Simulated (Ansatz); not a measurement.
Al3SiCN3:
```xyz
8
Lattice="3.1432 0.0000 0.0000 -1.5716 2.7221 0.0000 0.0000 0.0000 10.0586" Properties=species:S:1:pos:R:3 pbc="T T T"
Al     1.5716     0.9074    10.0491
N      1.5716     0.9074     1.9574
Al     0.0000     0.0000     2.4675
N      0.0000     0.0000     4.4297
Al     1.5716     0.9074     4.9360
N      1.5716     0.9074     6.9166
Si     0.0000     0.0000     7.6667
C      0.0000     0.0000     9.4006
```

Relaxed with PBE. Special points in fractions of this cell's reciprocal vectors: Γ (0.000, 0.000, 0.000); M (0.500, 0.000, 0.000); K (0.333, 0.333, 0.000); A (0.000, 0.000, 0.500); L (0.500, 0.000, 0.500); H (0.333, 0.333, 0.500).

Question: List the band energies nearest the valence-band maximum at these points for PBE in the plane-wave PAW code Ansatz.

Answer: In eV from the valence-band maximum; about four levels below and three above (degenerate sets whole), none deeper than 8.9 eV; points with the same levels are listed once.

```
k                        below           above
-  ---------------------------  --------------
Γ  -2.71 -2.71 -2.10 0.00 0.00  0.35 2.75 4.09
M      -3.45 -3.43 -3.23 -1.09  0.90 2.75 3.26
K      -4.53 -3.77 -2.77 -2.64  2.08 4.44 4.74
A        -2.71 -2.71 0.00 0.00  0.64 2.79 3.91
L      -3.46 -3.43 -3.05 -1.10  0.86 2.34 3.29
H      -3.98 -3.89 -3.20 -3.04  2.53 3.71 4.97
```

Space group P3m1. The start of the workflow was typed in or built on a structure type; neither database checked (COD, Materials Project) lists it. Its standing as an ambient phase is unchecked. Symmetry was held in the PBE relaxation; whether a distortion lowers the energy is not shown.

Potentials: the earlier of the program's two PAW sets.
